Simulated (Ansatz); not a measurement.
## ScCu: why energy differences converge before total energies

These are results of Ansatz 0.2.0, DFT PBEsol, scalar-relativistic, plane waves, PAW, not measurements.

```
CELL_PARAMETERS angstrom
3.25600 0.00000 0.00000
0.00000 3.25600 0.00000
0.00000 0.00000 3.25600
ATOMIC_POSITIONS crystal
Sc 0.50000 0.50000 0.50000
Cu 0.00000 0.00000 0.00000
```

```
Γ-centred k-mesh : 14×14×14
occupation rule  : Gaussian smearing, 0.1 eV
spin treatment   : unpolarised
```

A second cell has all atoms moved and the lattice slightly strained:

```yaml
crystal:
  lattice:
    - [3.29277, 0.03465, 0.01229]
    - [0.03465, 3.23897, 0.02485]
    - [0.01229, 0.02485, 3.24270]
  atoms:
    - { symbol: Sc, position: [0.46503, 0.54021, 0.47940] }
    - { symbol: Cu, position: [0.01575, 0.01269, 0.99511] }
```

It ran on a 10×10×10 mesh, another than the first cell's, which shifts the difference by nearly the same amount at every cutoff. Both were run at several values of the cutoff; energies per atom at zero smearing, errors against the largest value (420 eV), which isn't proved converged itself.

| cutoff | error, first cell (meV) | error, second cell (meV) |
| --- | --- | --- |
| 250 eV | 1395.88 | 1405.60 |
| 300 eV | 161.30 | 159.36 |
| 350 eV | 8.34 | 8.38 |

**Question.** At the largest value the second cell lies 36.17 meV/atom above the first. What is the error of that difference at each value, and where does each quantity come within 1 meV/atom?

**Answer.** The error of the difference is the second cell's error less the first's:
```
cutoff difference (meV) its error (meV)
250 eV             45.89             9.72
300 eV             34.23            -1.94
350 eV             36.20             0.04
```

No value below the largest brings the first cell's total energy within 1 meV/atom, while the difference is there from 350 eV on. Most of the error cancels, by a factor of about 144 in the median. A missing short wave mostly misdescribes the region near each nucleus, which both cells share; what doesn't cancel comes largely from the change of volume and bonding.

1 further run of this set isn't shown.